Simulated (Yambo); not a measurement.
Ba2MgWO6 (space group Fm-3m, No. 225), G0W0@PBEsol in Yambo with this input:

```
rim_cut
gw0
dyson
el_el_corr
HF_and_locXC
ppa
em1d
RandQpts= 1000000
RandGvec= 1 Ry
EXXRLvcs= 84 Ry
VXCRLvcs= 336 Ry
Chimod= "HARTREE"
% BndsRnXp
 3 | 214 |
%
NGsBlkXp= 7 Ry
% LongDrXp
 1.0 | 1.0 | 1.0 |
%
PPAPntXp= 27.2114 eV
% GbndRnge
 1 | 214 |
%
GTermKind= "BG"
DysSolver= "n"
ExtendOut
```

On a 2×2×2 mesh, with wavefunctions cut at 84 Ry, the gap (Γ → X) is 4.460 eV and the valence edge shifts by -0.462 eV.

### Question
What happens with this change: 3 Ry block?

### Answer
The gap rises by 0.139 eV, to 4.599 eV; the shift of the valence edge becomes -0.473 eV. Neither run is shown to be the converged limit.

Spin-orbit coupling is not included.

Geometry of the Materials Project entry, not relaxed at this level; primitive cell a = b = c = 5.824 Å, α = β = γ = 60.00°.

A shift is the quasiparticle energy of the state minus its PBEsol energy.
